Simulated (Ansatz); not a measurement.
## HfO2: from a starting cell to a relaxed one

The start is a relaxed HfO2 cell deformed by the Cartesian strain tensor (xx, yy, zz, yz, xz, xy) = (-0.020, -0.091, 0.058, -0.105, 0.044, -0.035). The cell and all atomic positions are relaxed at zero pressure with r2SCAN (plane waves to 500 eV, PAW, scalar-relativistic; Ansatz, a first-principles code). The first steps use a coarse 7×7×5 k-mesh.

Initial structure:
```yaml
crystal:
  lattice:
    - [3.50544, -0.12519, 0.15739]
    - [-0.12519, 3.25147, -0.37558]
    - [0.22896, -0.54638, 5.50541]
  atoms:
    - { symbol: Hf, position: [0.00000, 0.00000, 0.00000] }
    - { symbol: Hf, position: [0.50000, 0.50000, 0.50000] }
    - { symbol: O, position: [0.00000, 0.50000, 0.19607] }
    - { symbol: O, position: [0.00000, 0.50000, 0.69607] }
    - { symbol: O, position: [0.50000, 0.00000, 0.30393] }
    - { symbol: O, position: [0.50000, 0.00000, 0.80393] }
```

| Quantity | Result |
|---|---|
| Volume change | +7.6 %, from 10.31 to 11.10 Å³/atom |
| Shortest distances (start → end) | The closest pairs of elements (up to four, under 3.6 Å), start → end: Hf–O 1.76 → 2.06 Å; O–O 2.33 → 2.59 Å; Hf–Hf 3.28 → 3.58 Å |
| Band gap at the end | 5.27 eV, indirect (valence top at Z, conduction bottom at Γ) (no spin-orbit coupling) |
| Optimiser moves | 8 |

The end point of the relaxation:

```cif
data_Hf2O4
_chemical_formula_sum 'Hf2 O4'
_space_group_name_H-M_alt 'P42/nmc :1'
_space_group_IT_number 137
_space_group_name_Hall 'P 4n 2n -1n'
_cell_length_a 3.57697
_cell_length_b 3.57697
_cell_length_c 5.20348
_cell_angle_alpha 90.000
_cell_angle_beta 90.000
_cell_angle_gamma 90.000
loop_
_space_group_symop_operation_xyz
  'x, y, z'
  '-y+1/2, x+1/2, z+1/2'
  '-x, -y, z'
  'y+1/2, -x+1/2, z+1/2'
  'x+1/2, -y+1/2, -z+1/2'
  '-y, -x, -z'
  '-x+1/2, y+1/2, -z+1/2'
  'y, x, -z'
  '-x+1/2, -y+1/2, -z+1/2'
  'y, -x, -z'
  'x+1/2, y+1/2, -z+1/2'
  '-y, x, -z'
  '-x, y, z'
  'y+1/2, x+1/2, z+1/2'
  'x, -y, z'
  '-y+1/2, -x+1/2, z+1/2'
loop_
_atom_site_label
_atom_site_type_symbol
_atom_site_symmetry_multiplicity
_atom_site_Wyckoff_symbol
_atom_site_fract_x
_atom_site_fract_y
_atom_site_fract_z
_atom_site_occupancy
Hf1 Hf 2 b 0.00000 0.00000 0.50000 1
O1 O 4 d 0.50000 0.00000 0.19608 1
```

Final values are on a 9×9×7 k-mesh of the relaxed cell. The start holds a very short contact (Hf–O 1.76 Å). No spin polarisation in the result.

The run could not lose the symmetry of its start.
